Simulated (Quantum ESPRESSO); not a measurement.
```cif
data_Cs4Li4Mo4O16
_chemical_formula_sum 'Li4 O16 Mo4 Cs4'
_space_group_name_H-M_alt 'F-43m'
_space_group_IT_number 216
_space_group_name_Hall 'F -4 2 3'
_cell_length_a 8.39206
_cell_length_b 8.39206
_cell_length_c 8.39206
_cell_angle_alpha 90.000
_cell_angle_beta 90.000
_cell_angle_gamma 90.000
loop_
_atom_site_label
_atom_site_type_symbol
_atom_site_symmetry_multiplicity
_atom_site_Wyckoff_symbol
_atom_site_fract_x
_atom_site_fract_y
_atom_site_fract_z
_atom_site_occupancy
Li1 Li 4 b 0.50000 0.50000 0.50000 1
O1 O 16 e 0.37121 0.37121 0.37121 1
Mo1 Mo 4 c 0.25000 0.25000 0.25000 1
Cs1 Cs 4 d 0.75000 0.75000 0.75000 1
```
(The calculation used a cell of 7 atoms; values per cell refer to that cell.)

The geometry is that of Materials Project entry mp-551629, symmetrised and not relaxed again.

Task: What does norm-conserving LDA (Quantum ESPRESSO, 84 Ry, without SOC) give for the electronic structure near the Fermi level?

Result: The LDA gap is indirect, 4.43 eV, from L to X; the smallest direct gap is 4.49 eV. Another valence extremum on the path lies within 0.02 eV, too close to call. Spin-orbit splittings are left out.

The structure is a Materials Project entry; no match was found in the copy of COD used, and its stability was not checked.
